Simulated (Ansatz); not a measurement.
SiO2:
```
CELL_PARAMETERS angstrom
      3.75579     0.00000     0.00000
      0.00000     3.75579     0.00000
      0.00000     0.00000     3.75579
ATOMIC_POSITIONS crystal
  Si 0.50000 0.50000 0.50000
  Si 0.00000 0.00000 0.00000
  O  0.25000 0.25000 0.25000
  O  0.25000 0.75000 0.75000
  O  0.75000 0.75000 0.25000
  O  0.75000 0.25000 0.75000
```

Relaxed with LDA. Special points in fractions of this cell's reciprocal vectors: Γ (0.000, 0.000, 0.000); X (0.000, 0.500, 0.000); M (0.500, 0.500, 0.000); R (0.500, 0.500, 0.500).

Task: List the band energies nearest the valence-band maximum at these points for plane-wave PAW LDA (Ansatz code).

Result: In eV from the valence-band maximum; about four levels below and three above (degenerate sets whole), none deeper than 8.9 eV; points with the same levels are listed once.

| k | below | above |
|---|---|---|
| Γ | -1.13 -1.13 -1.13 -0.59 -0.59 -0.59 | 5.08 5.33 5.33 5.33 |
| X | -1.52 -1.52 -1.08 -1.08 | 7.55 7.55 8.27 8.27 |
| M | -1.15 -1.15 -0.42 -0.42 | 9.69 9.69 10.01 10.01 |
| R | -0.71 -0.71 0.00 0.00 0.00 | 7.06 9.75 9.75 9.75 |

Space group Pn-3m. The workflow started from a Materials Project entry (that database holds measured and hypothetical structures alike); the Crystallography Open Database copy checked does not list it. It is not the phase usual at ambient conditions (space group No. 92, 152, 154). The cell was relaxed with LDA under the symmetry of its start; phonons on a q-mesh show no instability.

Potentials: the earlier of the program's two PAW sets.
